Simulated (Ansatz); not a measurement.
All numbers below come from DFT PBE, scalar-relativistic, plane waves, PAW in Ansatz. Settings: cutoff 420 eV, Γ-centred meshes spaced at most about 0.3 Å⁻¹, and about 0.25 Å⁻¹ or finer for metals (2π included), Gaussian smearing. No spin polarisation in the final relaxations.

These are static total energies at zero pressure. All come from trial cells, and lower structures may exist.

Question: These unrelaxed guesses for In4Sb3As are each relaxed within their symmetry. Order them by the energy at which they end, lowest first.
A.

Space group P3m1 (No. 156). a = 4.234 Å, b = 4.234 Å, c = 13.924 Å, α = 90.00°, β = 90.00°, γ = 120.00°
```
atom  site  symmetry       x       y       z
  In    1a       3m. 0.0000  0.0000  0.2503
  In    1a       3m. 0.0000  0.0000  0.7503
  In    1c       3m. 0.6667  0.3333  0.0003
  In    1c       3m. 0.6667  0.3333  0.5003
  Sb    1a       3m. 0.0000  0.0000  0.4375
  Sb    1c       3m. 0.6667  0.3333  0.1875
  Sb    1c       3m. 0.6667  0.3333  0.6875
  As    1a       3m. 0.0000  0.0000  0.9375
```

B.

Space group Cmm2 (No. 35). a = 5.980 Å, b = 11.510 Å, c = 6.281 Å, α = 90.00°, β = 90.00°, γ = 90.00°
```tsv
atom	site	symmetry	x	y	z
In	4e	m..	0.5000	0.7500	0.0000
In	4e	m..	0.5000	0.7500	0.5000
Sb	2b	mm2	0.5000	0.0000	0.6250
Sb	2b	mm2	0.5000	0.0000	0.1250
Sb	2a	mm2	0.0000	0.0000	0.1250
As	2a	mm2	0.0000	0.0000	0.6250
```

C.

Space group P-4m2 (No. 115). a = 4.244 Å, b = 4.244 Å, c = 12.003 Å, α = 90.00°, β = 90.00°, γ = 90.00°
```tsv
atom	site	symmetry	x	y	z
In	2g	2mm.	0.5000	0.0000	0.8750
In	2g	2mm.	0.5000	0.0000	0.3750
Sb	1a	-4m2	0.0000	0.0000	0.0000
Sb	2f	2mm.	0.5000	0.5000	0.2500
As	1d	-4m2	0.0000	0.0000	0.5000
```

Answer: C (ends in P-4m2, 0 meV/atom), A (ends in P3m1, 13 meV/atom), B (ends in Cmm2, 193 meV/atom).

The k mesh leaves some 4 meV/atom of noise in the energy of each metallic cell. These runs have no spin–orbit coupling, which can matter for Sb. Cells relaxed within their symmetry can be saddle points. Some structure types and database cells were kept out of the candidates from the start, so a known form may be missing.
